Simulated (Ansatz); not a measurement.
TiC (rock salt, Fm-3m) at seven volumes, plane-wave PAW PBE (Ansatz code), scaled uniformly. One row is withheld.

```csv
V (Å³/atom),P (GPa)
9.254,28.48
9.559,17.52
9.864,?
10.169,-0.01
10.474,-6.98
10.779,-12.98
11.084,-18.14
```

Fit the shown pressures and predict the withheld one.

P = (3/2)B₀(x^(7/2) − x^(5/2))[1 + (3/4)(B′ − 4)(x − 1)] with x = (V₀/V)^(2/3). Least squares on the six rows gives V₀ = 10.169 Å³/atom, B₀ = 250 GPa, B′ = 4.01. At V = 9.864, x = 1.0205 and P = 8.09 GPa. The run itself gave 8.09 GPa.

The PBE relaxation kept the symmetry of its start. No spin polarisation was allowed.

Potentials: the later of the program's two PAW sets.
